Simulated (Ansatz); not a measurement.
# FeNi3: magnetovolume behaviour

Computed with DFT PBEsol, scalar-relativistic, plane waves, PAW (Ansatz).

```
CELL_PARAMETERS angstrom
-1.76698 1.76698 3.53959
1.76698 -1.76698 3.53959
1.76698 1.76698 -3.53959
ATOMIC_POSITIONS crystal
Fe 0.00000 0.00000 0.00000
Ni 0.50000 0.50000 0.00000
Ni 0.75000 0.25000 0.50000
Ni 0.25000 0.75000 0.50000
```

- plane-wave cutoff: 420 eV
- Γ-centred k-mesh: 16×16×16
- occupation rule: Gaussian smearing, 0.1 eV
- list of starting moments (μB, in atom order): 4 2 2 2
- check for lower electronic states after the SCF: off

The cell is scaled evenly at fixed fractional positions, V₀ being the volume of the cell shown; start: ferromagnetic. The states are those that the runs reached from these starts; a lower one can exist. Energies are extrapolated to zero smearing.

Site moments are spin moments in atom-centred spheres that scale with the neighbour distance.

| V/V₀ | E above lowest (meV/atom) | P (GPa) | cell moment (μB) | site moments (μB) |
| --- | --- | --- | --- | --- |
| 0.800 | 286.2 | 62.2 | 4.14 | Fe +2.42, Ni +0.57, Ni +0.61 (×2) |
| 0.860 | 96.3 | 31.5 | 4.31 | Fe +2.57, Ni +0.59, Ni +0.63 (×2) |
| 0.920 | 12.8 | 10.2 | 4.44 | Fe +2.68, Ni +0.60, Ni +0.64 (×2) |
| 0.960 | 0.0 | -0.3 | 4.51 | Fe +2.75, Ni +0.61, Ni +0.64 (×2) |
| 1.000 | 12.9 | -8.6 | 4.59 | Fe +2.81, Ni +0.62, Ni +0.65 (×2) |
| 1.040 | 46.0 | -15.0 | 4.66 | Fe +2.87, Ni +0.63, Ni +0.65 (×2) |
| 1.100 | 123.9 | -22.1 | 4.77 | Fe +2.95, Ni +0.65, Ni +0.67 (×2) |
| 1.180 | 264.5 | -28.2 | 4.89 | Fe +3.04, Ni +0.67, Ni +0.68 (×2) |

Cost: 8 runs of about 16 core-minutes in all, on Arm Neoverse V2 (shared hosts).